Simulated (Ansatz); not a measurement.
Ga:
```cif
data_Ga2
_chemical_formula_sum 'Ga2'
_space_group_name_H-M_alt 'I4/mmm'
_space_group_IT_number 139
_space_group_name_Hall '-I 4 2'
_cell_length_a 2.80570
_cell_length_b 2.80570
_cell_length_c 4.54555
_cell_angle_alpha 90.000
_cell_angle_beta 90.000
_cell_angle_gamma 90.000
loop_
_atom_site_label
_atom_site_type_symbol
_atom_site_symmetry_multiplicity
_atom_site_Wyckoff_symbol
_atom_site_fract_x
_atom_site_fract_y
_atom_site_fract_z
_atom_site_occupancy
Ga1 Ga 2 a 0.00000 0.00000 0.00000 1
```
(The calculation used a cell of 1 atom; values per cell refer to that cell.)

Relaxed with r²SCAN.

### Question
Tabulate the valence density and the electron localisation function along the shortest Ga–Ga contact (2.81 Å), r²SCAN (plane waves, PAW; program Ansatz).

### Answer


| distance from Ga (Å) | density (e/Å³) | ELF |
|---|---|---|
| 0.28 | 21.85 | 0.02 |
| 0.42 | 8.32 | 0.05 |
| 0.56 | 2.73 | 0.13 |
| 0.70 | 1.06 | 0.24 |
| 0.84 | 0.56 | 0.29 |
| 0.98 | 0.37 | 0.31 |
| 1.12 | 0.28 | 0.36 |
| 1.26 | 0.24 | 0.43 |
| 1.40 | 0.22 | 0.45 |
| 1.54 | 0.24 | 0.43 |
| 1.68 | 0.28 | 0.36 |
| 1.82 | 0.37 | 0.31 |
| 1.96 | 0.56 | 0.29 |
| 2.10 | 1.06 | 0.24 |
| 2.24 | 2.73 | 0.13 |
| 2.38 | 8.32 | 0.05 |
| 2.53 | 21.85 | 0.02 |

The density is the valence pseudo-density with augmentation charge, so density and ELF within about 1 Å of a nucleus are not all-electron values.

The workflow started from a Materials Project entry (that database holds measured and hypothetical structures alike); the Crystallography Open Database copy checked does not list it. It is not the phase usual at ambient conditions (space group No. 64). The cell was relaxed with r²SCAN under the symmetry of its start; whether a distortion lowers the energy is not shown.

Potentials: the earlier of the program's two PAW sets.
